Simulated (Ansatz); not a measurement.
BaO₂:
```
CELL_PARAMETERS angstrom
     -1.86693     1.86693     3.31997
      1.86693    -1.86693     3.31997
      1.86693     1.86693    -3.31997
ATOMIC_POSITIONS crystal
  Ba 0.00000 0.00000 0.00000
  O  0.39075 0.39075 0.00000
  O  0.60925 0.60925 0.00000
```

Relaxed with LDA.

Question: Give the optical modes at the zone centre with their infrared and Raman activity from DFPT, the program Ansatz at the LDA level (PAW).

Answer: Transverse frequencies, without the LO–TO term; a row sums one degenerate level.

```tsv
ω (cm⁻¹)	degeneracy	IR ((D/Å)²/amu)	Raman (Å⁴/amu)	activity	symmetry
178	2	15.45	0	IR	Eu
186	2	0.00	0.24	Raman	Eg
196	1	7.46	0	IR	A2u
943	1	0.00	130	Raman	A1g
```

Question: How high does the top mode go among those that the LO–TO term moves?

Answer: 361 cm⁻¹ for q along x, 361 cm⁻¹ for q along y, 355 cm⁻¹ for q along z.

Space group I4/mmm (MoSi2 or CaC2 type). The workflow started from a Materials Project entry (that database holds measured and hypothetical structures alike); the Crystallography Open Database files this formula in space group No. 139, but the cells were not matched. Whether it is the stable phase at ambient conditions was not checked. The cell was relaxed with LDA under the symmetry of its start; whether a distortion lowers the energy is not shown. Spin–orbit coupling is left out wherever it is not named.

Potentials: the later of the program's two PAW sets.
